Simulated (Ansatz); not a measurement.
YAs (rock salt, Fm-3m), plane-wave PAW LDA (Ansatz code), all energies at zero smearing, with the estimated change up to a 700 eV cutoff added, with one set of potentials and settings (totals compare only within such a set). Cell of 2 atoms (1 Y, 1 As): -8522.489 eV.

```csv
element,reference phase,E (eV/atom)
Y,"P6_3/mmc, 2 atoms in the cell",-3745.5584
As,"R-3m, 2 atoms in the cell",-4773.6736
```

Formation energy per atom, worked out: (-8522.489 − 1×(-3745.5584) − 1×(-4773.6736))/2 = -1.628 eV/atom (-157 kJ per mol of atoms), at 0 K, without zero-point energy or fitted corrections.

The first step of the workflow began from a Materials Project structure, measured or hypothetical; the Crystallography Open Database files this formula in space group No. 225, but the cells were not matched. Whether it is the stable phase at ambient conditions was not checked. The cell was relaxed with LDA under the symmetry of its start; of distortions, only those at the zone centre were tested. The run is not spin-polarised. The references are the lowest solids computed at this level, not always the standard phases.

Potentials: the later of the program's two PAW sets.
